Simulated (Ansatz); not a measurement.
A geometry of BiB away from equilibrium: the start of the relaxation of a relaxed BiB cell, doubled along one cell vector, shaken by Gaussian noise of σ = 0.08 Å a coordinate. Level of theory: r2SCAN (plane waves to 500 eV, PAW, scalar-relativistic; Ansatz, a first-principles code). Γ-centred k-mesh 7×4×7 on the run's cell (coarser than for final values), Fermi–Dirac smearing 0.05 eV.

```xyz
4
Lattice="0.0000 2.7452 2.7452 5.4905 0.0000 5.4905 2.7452 2.7452 0.0000" Properties=species:S:1:pos:R:3 pbc="T T T"
Bi     3.9163     4.0248     4.1259
Bi     7.0046     4.0802     6.7344
B      0.0726    -0.0303    -0.0062
B      5.5608     2.8298     2.6670
```

Q: What forces act on the atoms (eV/Å)?

A: 
```tsv
atom	Fx	Fy	Fz
Bi1	3.77	1.98	-1.74
Bi2	-1.31	0.79	0.85
B3	0.26	0.01	-1.50
B4	-2.73	-2.77	2.39
```

Q: What is the pressure?

A: +3.1 GPa, compression positive.

Q: How far above the relaxed end point is this geometry?

A: 0.22 eV/atom; the path ends in F-43m (No. 216) (zinc blende type).

No spin polarisation in the result.

The end of the path is a generated cell of BiB: the first start was made by placing the elements on the sites of a structure type, and the end was not matched to a known phase here, so it may be hypothetical.
